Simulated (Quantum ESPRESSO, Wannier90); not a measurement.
Wannier functions of PbI2 (P6₃mc)

Structure: Materials Project mp-567503, symmetrised, not relaxed again. COD (Crystallography Open Database) has the formula in 4 space groups, this one among them (matched by group alone). Computed values, not measurements, from PBEsol: Quantum ESPRESSO (norm-conserving PseudoDojo potentials, cutoff 56 Ry, no spin polarisation, no spin-orbit coupling) on a Γ-centred 6×6×4 mesh, then Wannier90. Density: 12×12×2 mesh, cold smearing 0.01 Ry. Spin-orbit coupling is left out although heavy elements are present.

On the energy scale of pw.x, whose zero is arbitrary, the valence-band maximum lies at 3.00 eV.

Input w.win:

```
num_bands = 2
num_wann = 2
exclude_bands = 1-14,17-47
num_iter = 800
conv_tol = 1.0e-6
conv_window = 4
write_hr = true
write_u_matrices = true
auto_projections = true
begin unit_cell_cart
ang
    4.6178401080    0.0000000000    0.0000000000
   -2.3089200540    3.9991668441    0.0000000000
    0.0000000000    0.0000000000   14.5512300000
end unit_cell_cart
begin atoms_frac
Pb  -0.3333333333  0.3333333333 -0.4999000000
Pb   0.3333333333 -0.3333333333  0.0001000000
I   -0.3333333333  0.3333333333 -0.1286500000
I    0.3333333333 -0.3333333333  0.3713500000
I    0.0000000000  0.0000000000  0.1285500000
I    0.0000000000  0.0000000000 -0.3714500000
end atoms_frac
mp_grid = 6 6 4
begin kpoints
0.0000000000 0.0000000000 0.0000000000
0.0000000000 0.0000000000 0.2500000000
0.0000000000 0.0000000000 0.5000000000
... (141 more lines: the 6x6x4 mesh through Gamma)
end kpoints
```

Input of pw2wannier90.x that gives the overlap and projection files (equivalent; here they were cut from one run over all bands):

```
&inputpp
  outdir = './out'
  prefix = 'pwscf'
  seedname = 'w'
  write_amn = .true.
  write_mmn = .true.
  atom_proj = .true.
  atom_proj_exclude = 1 2 3 4 5 7 8 9 10 11 12 13 14 16 17 18 19 20 21 22 23 24 25 26 27 28 29 30 31 32 33 34
/
```

Output w.wout (banner and timings cut):

```
                                    ------
                                    SYSTEM
                                    ------

                              Lattice Vectors (Ang)
                    a_1     4.617840   0.000000   0.000000
                    a_2    -2.308920   3.999167   0.000000
                    a_3     0.000000   0.000000  14.551230

                   Unit Cell Volume:     268.72503  (Ang^3)

                        Reciprocal-Space Vectors (Ang^-1)
                    b_1     1.360633   0.785562  -0.000000
                    b_2     0.000000   1.571124   0.000000
                    b_3     0.000000  -0.000000   0.431798

 *----------------------------------------------------------------------------*
 |   Site       Fractional Coordinate          Cartesian Coordinate (Ang)     |
 +----------------------------------------------------------------------------+
 | pb   1  -0.33333   0.33333  -0.49990   |   -2.30892   1.33306  -7.27416    |
 | pb   2   0.33333  -0.33333   0.00010   |    2.30892  -1.33306   0.00146    |
 | i    1  -0.33333   0.33333  -0.12865   |   -2.30892   1.33306  -1.87202    |
 | i    2   0.33333  -0.33333   0.37135   |    2.30892  -1.33306   5.40360    |
 | i    3   0.00000   0.00000   0.12855   |    0.00000   0.00000   1.87056    |
 | i    4   0.00000   0.00000  -0.37145   |    0.00000   0.00000  -5.40505    |
 *----------------------------------------------------------------------------*
                                ------------
                                K-POINT GRID
                                ------------

             Grid size =  6 x  6 x  4      Total points =  144

 *---------------------------------- MAIN ------------------------------------*
 |  Number of Wannier Functions               :                 2             |
 |  Number of Objective Wannier Functions     :                 2             |
 |  Number of input Bloch states              :                 2             |
 |  Output verbosity (1=low, 5=high)          :                 1             |
 |  Timing Level (1=low, 5=high)              :                 1             |
 |  Optimisation (0=memory, 3=speed)          :                 3             |
 |  Length Unit                               :               Ang             |
 |  Post-processing setup (write *.nnkp)      :                 F             |
 |  Using Gamma-only branch of algorithms     :                 F             |
 *----------------------------------------------------------------------------*
 *------------------------------- WANNIERISE ---------------------------------*
 |  Total number of iterations                :               800             |
 |  Number of CG steps before reset           :                 5             |
 |  Trial step length for line search         :             2.000             |
 |  Convergence tolerence                     :         0.100E-05             |
 |  Convergence window                        :                 4             |
 |  Iterations between writing output         :                 1             |
 |  Iterations between backing up to disk     :               100             |
 |  Write r^2_nm to file                      :                 F             |
 |  Write xyz WF centres to file              :                 F             |
 |  Write on-site energies <0n|H|0n> to file  :                 F             |
 |  Use guiding centre to control phases      :                 F             |
 |  Use phases for initial projections        :                 F             |
 *----------------------------------------------------------------------------*
 *-------------------------------- PLOTTING ----------------------------------*
 |  Plotting Hamiltonian in WF basis          :                 T             |
 *----------------------------------------------------------------------------*

       ... (k-mesh section left out)

 Starting a new Wannier90 calculation ...

 Reading overlaps from w.mmn

 Reading projections from w.amn

 *------------------------------- WANNIERISE ---------------------------------*
 +--------------------------------------------------------------------+<-- CONV
 | Iter  Delta Spread     RMS Gradient      Spread (Ang^2)            |<-- CONV
 +--------------------------------------------------------------------+<-- CONV

 ------------------------------------------------------------------------------
 Initial State
  WF centre and spread    1  ( -2.308920,  1.333056, -7.272903 )     3.38790108
  WF centre and spread    2  (  2.308920, -1.333056,  0.002712 )     3.38790109
  Sum of centres and spreads ( -0.000000,  0.000000, -7.270192 )     6.77580217

      0     0.678E+01     0.0000000000        6.7758021656  <-- CONV
        O_D=      0.0000004 O_OD=      0.0000456 O_TOT=      6.7758022 <-- SPRD
 ------------------------------------------------------------------------------
      1    -0.458E-06     0.0011087985        6.7758017076  <-- CONV
        O_D=      0.0000004 O_OD=      0.0000452 O_TOT=      6.7758017 <-- SPRD
      2    -0.281E-07     0.0002612082        6.7758016796  <-- CONV
        O_D=      0.0000004 O_OD=      0.0000452 O_TOT=      6.7758017 <-- SPRD
      3    -0.539E-08     0.0001938971        6.7758016742  <-- CONV
        O_D=      0.0000004 O_OD=      0.0000452 O_TOT=      6.7758017 <-- SPRD
      4    -0.540E-09     0.0000488178        6.7758016736  <-- CONV
        O_D=      0.0000004 O_OD=      0.0000452 O_TOT=      6.7758017 <-- SPRD
             <<<     Delta < 1.000E-06  over  4 iterations     >>>
             <<< Wannierisation convergence criteria satisfied >>>
 Final State
  WF centre and spread    1  ( -2.308920,  1.333056, -7.272903 )     3.38790084
  WF centre and spread    2  (  2.308920, -1.333056,  0.002712 )     3.38790084
  Sum of centres and spreads ( -0.000000,  0.000000, -7.270192 )     6.77580168

         Spreads (Ang^2)       Omega I      =     6.775756118
        ================       Omega D      =     0.000000394
                               Omega OD     =     0.000045162
    Final Spread (Ang^2)       Omega Total  =     6.775801674
```
